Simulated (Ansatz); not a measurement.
Relaxed-ion elastic tensor of Tc (hcp (Mg type), P6_3/mmc) in GPa (Voigt order), the program Ansatz at the LDA level (PAW); density 11.80 g/cm³, 13.77 Å³ per atom.

```tsv
	1	2	3	4	5	6
1	548	256	218	0.0	0.0	0.0
2	256	548	218	0.0	0.0	0.0
3	218	218	604	0.0	0.0	0.0
4	0.0	0.0	0.0	152	0.0	0.0
5	0.0	0.0	0.0	0.0	152	0.0
6	0.0	0.0	0.0	0.0	0.0	146
```

Problem. Is the crystal mechanically stable?

Solution. Yes: the smallest eigenvalue of C is 146 GPa.

Problem. Work out the Voigt, Reuss and Hill averages.

Solution. K_V = 343, K_R = 342, K_H = 343; G_V = 157, G_R = 156, G_H = 156 GPa.

Problem. Give Young's modulus, Poisson's ratio, Pugh's ratio and the universal anisotropy index.

Solution. E = 9KG/(3K + G) = 407 GPa; ν = 0.30; K/G = 2.19 (ductile by the Pugh limit of 1.75); A_U = 5G_V/G_R + K_V/K_R − 6 = 0.05.

Problem. Estimate the sound speeds and the Debye temperature.

Solution. v_l = √((K + 4G/3)/ρ) = 6830 m/s, v_t = √(G/ρ) = 3640 m/s, mean 4070 m/s; Θ = (h/k)(3n/4πV)^(1/3) v_m = 505 K.

Problem. How much does each axis shrink under pressure?

Solution. Linear compressibilities β_i = Σ_j S_ij (j = 1 to 3): x 0.99, y 0.99, z 0.94 per TPa.

The cell was relaxed with LDA under the symmetry of its start. No spin polarisation was allowed. As this level gives no gap, shear constants depend on the k-mesh and smearing (Fermi–Dirac, 0.1 eV here). On the denser mesh and wider smearing of the elastic run this cell carries a stress of 0.3 GPa.

Potentials: the later of the program's two PAW sets.
